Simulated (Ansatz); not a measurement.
Relaxed-ion elastic tensor of AlPt in space group P2_13 (No. 198; Al on 4a, Pt on 4a) in GPa (Voigt order), the program Ansatz at the PBEsol level (PAW); density 12.78 g/cm³, 14.42 Å³ per atom.

|  | 1 | 2 | 3 | 4 | 5 | 6 |
|---|---|---|---|---|---|---|
| 1 | 316 | 145 | 145 | 0.0 | 0.0 | 0.0 |
| 2 | 145 | 316 | 145 | 0.0 | 0.0 | 0.0 |
| 3 | 145 | 145 | 316 | 0.0 | 0.0 | 0.0 |
| 4 | 0.0 | 0.0 | 0.0 | 76.9 | 0.0 | 0.0 |
| 5 | 0.0 | 0.0 | 0.0 | 0.0 | 76.9 | 0.0 |
| 6 | 0.0 | 0.0 | 0.0 | 0.0 | 0.0 | 76.9 |

Question: Is the crystal mechanically stable?

Answer: Yes: the smallest eigenvalue of C is 76.9 GPa.

Question: Work out the Voigt, Reuss and Hill averages.

Answer: K_V = 202, K_R = 202, K_H = 202; G_V = 80.4, G_R = 80.2, G_H = 80.3 GPa.

Question: Give Young's modulus, Poisson's ratio, Pugh's ratio and the universal anisotropy index.

Answer: E = 9KG/(3K + G) = 213 GPa; ν = 0.32; K/G = 2.51 (ductile by the Pugh limit of 1.75); A_U = 5G_V/G_R + K_V/K_R − 6 = 0.01.

Question: Estimate the sound speeds and the Debye temperature.

Answer: v_l = √((K + 4G/3)/ρ) = 4920 m/s, v_t = √(G/ρ) = 2510 m/s, mean 2810 m/s; Θ = (h/k)(3n/4πV)^(1/3) v_m = 343 K.

Question: Give the Zener ratio and Young's modulus along [100], [110] and [111].

Answer: A = 2C44/(C11 − C12) = 0.90; 1/E = S11 − 2(S11 − S12 − S44/2)Γ with Γ = 0, 1/4, 1/3 gives 225, 209, 205 GPa.

Question: Solve the Christoffel equation for the three sound speeds along [100], [110], [111].

Answer: Eigenvalues of C_ijkl n_j n_l equal ρv². In km/s, slowest first: [100] 2.45, 2.45, 4.97; [110] 2.45, 2.59, 4.90; [111] 2.55, 2.55, 4.88.

The first step of the workflow began from a Materials Project structure, measured or hypothetical; the Crystallography Open Database copy checked does not list it. With Al and Pt taken as one species the cell has the higher symmetry Pa-3, so it may be an ordered model of a mixed-site phase. Its standing as an ambient phase is unchecked. Symmetry was held in the PBEsol relaxation; whether a distortion lowers the energy is not shown. The run is not spin-polarised. As this level gives no gap, shear constants depend on the k-mesh and smearing (Fermi–Dirac, 0.1 eV here). Scalar-relativistic: spin–orbit coupling is off unless named, which matters more the heavier the elements.

Potentials: the later of the program's two PAW sets.
